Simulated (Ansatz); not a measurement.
One stationary structure of GaN. These are r2SCAN (plane waves to 500 eV, PAW, scalar-relativistic; Ansatz, a quantum-chemistry and plane-wave program) values and carry that method's errors.

```
CELL_PARAMETERS angstrom
      3.18118     0.00000     0.00000
     -1.59059     2.75498     0.00000
      0.00000     0.00000    15.57198
ATOMIC_POSITIONS crystal
  Ga 0.00000 0.00000 0.99975
  Ga 0.00000 0.00000 0.49975
  Ga 0.66667 0.33333 0.83330
  Ga 0.33333 0.66667 0.33330
  Ga 0.66667 0.33333 0.16657
  Ga 0.33333 0.66667 0.66657
  N  0.00000 0.00000 0.87464
  N  0.00000 0.00000 0.37464
  N  0.66667 0.33333 0.70807
  N  0.33333 0.66667 0.20807
  N  0.66667 0.33333 0.04136
  N  0.33333 0.66667 0.54136
```

### Question
Determine the symmetry and give the standard cell with its independent sites.

### Answer
Space group P6₃mc (No. 186); a = 3.181 Å, b = 3.181 Å, c = 15.572 Å, α = 90.00°, β = 90.00°, γ = 120.00°

```json
[
 {"atom": "Ga", "site": "2a", "symmetry": "3m.", "x": "0.0000", "y": "0.0000", "z": "0.4998"},
 {"atom": "Ga", "site": "2b", "symmetry": "3m.", "x": "0.3333", "y": "0.6667", "z": "0.3333"},
 {"atom": "Ga", "site": "2b", "symmetry": "3m.", "x": "0.6667", "y": "0.3333", "z": "0.1666"},
 {"atom": "N", "site": "2a", "symmetry": "3m.", "x": "0.0000", "y": "0.0000", "z": "0.3746"},
 {"atom": "N", "site": "2b", "symmetry": "3m.", "x": "0.3333", "y": "0.6667", "z": "0.2081"},
 {"atom": "N", "site": "2b", "symmetry": "3m.", "x": "0.6667", "y": "0.3333", "z": "0.0414"}
]
```

This is the AFLOW prototype AB_hP12_186_a2b_a2b (B6, as in SiC).

### Question
Give the shortest distances between elements (the closest pairs, up to four, under 3.6 Å).

### Answer
Ga–N 1.95 Å; Ga–Ga 3.18 Å; N–N 3.18 Å.

| Quantity | Result |
|---|---|
| Volume per atom | 11.37 Å³ |
| Band gap | 2.22 eV, direct at Γ (no spin-orbit coupling) |

No spin polarisation in the result.

The run could not lose the symmetry of its start.

The first start was generated by placing the elements on the sites of a structure type. A measured structure of GaN has the same space group, P6₃mc (No. 186); the sites were not compared with it.
